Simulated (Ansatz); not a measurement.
Ni$_{3}$Ge:
```cif
data_GeNi3
_chemical_formula_sum 'Ni3 Ge1'
_space_group_name_H-M_alt 'P 1'
_space_group_IT_number 1
_cell_length_a 3.53409
_cell_length_b 3.53409
_cell_length_c 3.53409
_cell_angle_alpha 90.000
_cell_angle_beta 90.000
_cell_angle_gamma 90.000
loop_
_space_group_symop_operation_xyz
  'x, y, z'
loop_
_atom_site_label
_atom_site_type_symbol
_atom_site_fract_x
_atom_site_fract_y
_atom_site_fract_z
_atom_site_occupancy
Ni1 Ni 0.50000 0.00000 0.50000 1
Ni2 Ni 0.00000 0.50000 0.50000 1
Ni3 Ni 0.50000 0.50000 0.00000 1
Ge1 Ge 0.00000 0.00000 0.00000 1
```

Relaxed with r²SCAN.

Which orbitals make up the states near the Fermi level in r²SCAN in the plane-wave PAW code Ansatz?

Within 0.5 eV of the Fermi level: Ni 3d 92 %. Projections are on Löwdin-orthogonalised atomic valence shells; empty p or d shells of many metals are not among them.

Tabulate the density of states.

States/eV per cell of 4 atoms, in 0.25 eV bins, energy from the Fermi level.

```
E (eV)  total  Ni 3d  Ge 4p  Ni 4s
------  -----  -----  -----  -----
-7.85    0.25   0.02   0.12   0.10
-7.60    0.37   0.03   0.18   0.14
-7.35    0.49   0.05   0.24   0.17
-7.10    0.62   0.08   0.30   0.21
-6.85    0.79   0.12   0.38   0.24
-6.60    1.14   0.21   0.54   0.31
-6.35    1.38   0.30   0.62   0.34
-6.10    1.45   0.39   0.62   0.32
-5.85    1.28   0.37   0.56   0.25
-5.60    1.32   0.44   0.57   0.22
-5.35    1.77   0.69   0.71   0.26
-5.10    1.65   0.78   0.56   0.21
-4.85    1.02   0.51   0.36   0.11
-4.60    1.35   0.78   0.39   0.12
-4.35    1.83   1.08   0.56   0.14
-4.10    5.62   3.69   1.67   0.15
-3.85    5.82   4.61   0.67   0.41
-3.60    3.85   2.86   0.21   0.64
-3.35    2.78   2.45   0.16   0.11
-3.10    6.74   6.28   0.13   0.21
-2.85    6.61   6.19   0.08   0.17
-2.60    5.17   4.75   0.11   0.12
-2.35   10.01   9.42   0.21   0.10
-2.10    7.02   6.32   0.32   0.10
-1.85    3.11   2.80   0.15   0.05
-1.60    6.02   5.77   0.07   0.06
-1.35   12.50  12.13   0.09   0.12
-1.10   13.48  12.84   0.13   0.31
-0.85    9.81   8.98   0.18   0.22
-0.60    5.65   4.76   0.15   0.21
-0.35    3.96   3.82   0.02   0.03
-0.10    3.40   3.35   0.03   0.00
0.15     0.85   0.71   0.11   0.01
0.40     1.30   0.96   0.27   0.03
0.65     3.22   2.25   0.72   0.14
0.90     2.07   1.25   0.56   0.13
1.15     1.64   0.87   0.50   0.12
1.40     1.41   0.66   0.47   0.11
1.65     1.26   0.53   0.45   0.11
1.90     1.18   0.45   0.44   0.11
2.15     1.09   0.38   0.42   0.11
2.40     1.05   0.34   0.41   0.11
2.65     0.98   0.29   0.40   0.12
2.90     0.90   0.25   0.38   0.12
3.15     0.80   0.20   0.34   0.12
3.40     0.74   0.17   0.31   0.12
3.65     0.73   0.16   0.31   0.12
3.90     0.66   0.13   0.28   0.11
4.15     0.54   0.10   0.22   0.09
4.40     0.57   0.10   0.17   0.17
4.65     0.87   0.15   0.15   0.41
```

Space group Pm-3m (Cu3Au type). The first step of the workflow began from a Materials Project structure, measured or hypothetical; the Crystallography Open Database copy checked does not list it. Whether it is the stable phase at ambient conditions was not checked. Symmetry was held in the r²SCAN relaxation; its stability against distortions is not shown here. No spin polarisation was allowed. Spin–orbit coupling is left out wherever it is not named.

Potentials: the earlier of the program's two PAW sets.
